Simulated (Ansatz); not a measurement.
AgAu (L1₀ or tetragonal B2, P4/mmm) under volume change, the program Ansatz at the PBE level (PAW), shape and atoms relaxed at each volume.

```csv
V (Å³/atom),E − E(relaxed) (meV/atom),P (GPa)
16.232,63.9,14.19
16.767,26.4,8.47
17.302,6.1,3.80
17.837,0.0,0.01
18.372,5.3,-3.06
18.907,19.7,-5.53
19.442,41.7,-7.53
```

Question: What does a third-order Birch–Murnaghan fit give for V₀, B₀ and B′?

Answer: V₀ = 17.84 Å³/atom, B₀ = 113 GPa, B′ = 6.0.

The start of the workflow was typed in or built on a structure type; neither database checked (COD, Materials Project) lists it. Its standing as an ambient phase is unchecked. The PBE relaxation kept the symmetry of its start; its stability against distortions is not shown here. The run is not spin-polarised. Spin–orbit coupling is left out wherever it is not named.

Potentials: the earlier of the program's two PAW sets.
